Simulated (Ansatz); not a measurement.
**Cu (P6_3/mmc), an elastic constant from a strain scan**

The calculation used Ansatz, DFT r2SCAN, scalar-relativistic, plane waves, PAW. Settings: plane waves to 500 eV, k-mesh 24×24×6 (Γ-centred), Gaussian smearing 0.15 eV. No spin polarisation. Energies are free energies at this smearing, counted from the undisturbed cell; pressure is positive in compression.

Zero of the scan (relaxed at this level; this form isn't the usual structure):

```
Cu
1.0
     2.52934    0.00000    0.00000
    -1.26467    2.19047    0.00000
     0.00000    0.00000    8.26394
Cu
4
Direct
  0.00000 0.00000 0.00000
  0.33333 0.66667 0.25000
  0.00000 0.00000 0.50000
  0.66667 0.33333 0.75000
```

The cell is strained by ε times the Voigt pattern (0, 0, 0, 0, 1, 0) (xx, yy, zz, yz, xz, xy; engineering shear) with fractional coordinates fixed. The cell holds 4 atoms in V0 = 45.79 Å³. The stress column is τ = (1/V0) dE/dε, got from the stress tensor σ (compression positive) at each point as −det(1 + εP) σ : P(1 + εP)⁻¹, with P the pattern as a tensor.

| ε | ΔE (meV/atom) | τ (GPa) |
| --- | --- | --- |
| -0.0400 | ? | ? |
| -0.0200 | 0.680 | -0.954 |
| 0.0000 | 0.000 | 0.000 |
| 0.0100 | 0.169 | 0.477 |
| 0.0300 | 1.533 | 1.434 |

Q: Which combination of elastic constants does this scan measure, and how large is it?

A: For small ε, τ = τ0 + Kε with K = pᵀCp, which for this pattern is C55 in the Cartesian frame shown. The parabola through τ at ε = -0.0200, 0 and 0.0100 has slope K = 48 GPa at zero. The energies per cell, E = NΔE, of the same two points give K = 2[E(ε₊)/ε₊ − E(ε₋)/ε₋]/[(ε₊ − ε₋)V0] = 47 GPa, in agreement. These are clamped-ion values.

Q: Predict the withheld row at ε = -0.0400 from the harmonic law, and compare.

A: ΔE = V0(τ0 ε + Kε²/2)/N = 2.724 meV/atom and τ = -1.91 GPa. The calculation gives 2.730 meV/atom and -1.92 GPa, a miss of 0.01 meV/atom at most, so the harmonic law still holds here.

In a metal these slopes depend on the k mesh and the smearing.

Cost: 5 runs of about 5.6 core-minutes in all, on AMD EPYC 9R45 (Zen 5) (shared hosts).